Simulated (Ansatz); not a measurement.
**Computed properties of TlAg3Te2**

```yaml
crystal:
  lattice:
    - [2.30000, -7.72500, 0.00000]
    - [2.30000, 7.72500, 0.00000]
    - [0.00000, 0.00000, 4.76000]
  atoms:
    - { symbol: Tl, position: [0.00000, 0.00000, 0.00000] }
    - { symbol: Ag, position: [0.50000, 0.50000, 0.50000] }
    - { symbol: Ag, position: [0.31500, 0.68500, 0.00000] }
    - { symbol: Ag, position: [0.68500, 0.31500, 0.00000] }
    - { symbol: Te, position: [0.12500, 0.87500, 0.50000] }
    - { symbol: Te, position: [0.87500, 0.12500, 0.50000] }
```

Atom numbers follow the list: Tl1, Ag2, Ag3, Ag4, Te5, Te6.

The cell comes from COD entry 1510042, which wasn't checked; take it as a given geometry.

Spin–orbit coupling is left out, though it moves levels of the heavy atoms by tenths of an eV or more.

Levels of theory: DFT, PBE, all-electron LAPW, scalar-relativistic (Ansatz 0.2.0); DFT, PBE, PAW with Ansatz's default frozen-core files, scalar-relativistic (Ansatz 0.2.0).

For LAPW: a Γ-centred 7×7×7 k mesh, Fermi–Dirac smearing of 0.03 eV, basis error target 0.5 meV/atom, no spin polarisation. PAW takes a cutoff of 420 eV at this cell. The Ansatz runs share mesh, smearing and spin set-up. Values come from LAPW unless marked.

```json
{
 "Pressure at this cell": "-1.68 GPa",
 "Band gap": "none at this level of theory (metallic, semimetallic, or a small gap that the functional closes)",
 "Stress xx, yy, zz (compression positive)": "-5.28, -0.03, 0.28 GPa",
 "Largest force": "0.02673 Ha/bohr on Te5",
 "Density of states at the Fermi level (0.2 eV bin)": "2.78 states/eV per cell",
 "Löwdin charges (with 0.30 e of the cell spilling out of the atomic basis, so their sizes and signs hang on that basis)": "Tl1 -0.56, Ag2 0.57, Ag3 0.36, Te5 -0.22 e",
 "Bader charges (from the PAW run)": "Tl1 +0.24, Ag2 +0.10, Ag3 +0.14, Te5 -0.31 e",
 "Volume per atom": "28.19 Å³"
}
```
